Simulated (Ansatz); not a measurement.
BaO (rock salt, Fm-3m), DFT-LDA in the program Ansatz with PAW potentials. The conduction-band minimum lies at X, with 3 equivalent valleys. Second derivatives d²E/dk² of the lowest band at one valley (eV·Å²), along Cartesian directions:

```tsv
direction	d²E/dk²
[100]	6.243
[010]	20.44
[001]	20.44
[110]	13.34
[101]	13.34
[011]	20.44
```

Find the principal effective masses, the density-of-states mass and the conductivity mass.

Off-diagonal terms follow from H_xy = H[110] − (H_xx + H_yy)/2, and m*/mₑ = 7.620 eV·Å² over each eigenvalue: 0.37, 0.37, 1.2. One valley's DOS mass (m₁m₂m₃)^(1/3) = 0.55, conductivity mass 3/(Σ 1/mᵢ) = 0.49 mₑ.

What effective density of states Nc follows at 300 K for parabolic valleys?

Nc = 2.509e19 × 3 × (0.55)^(3/2) ≈ 3.1e19 cm⁻³.

With the computed static dielectric constant 94.9 (mean of the diagonal), estimate a hydrogenic donor's binding energy and radius.

E = 13.606 eV × 0.49/94.9² ≈ 0.74 meV; a = 0.529 Å × ε/m* ≈ 100 Å. Semilocal masses tend to be too small where the gap is.

With ε∞ = 4.28 and ω_LO = 405 cm⁻¹, what Fröhlich coupling constant follows?

α = (1/ε∞ − 1/ε0) √(m* × 13.606 eV/ħω_LO) = 2.6.

The LDA relaxation kept the symmetry of its start; phonons on a q-mesh show no instability. Spin–orbit coupling is left out wherever it is not named.

Potentials: the later of the program's two PAW sets.
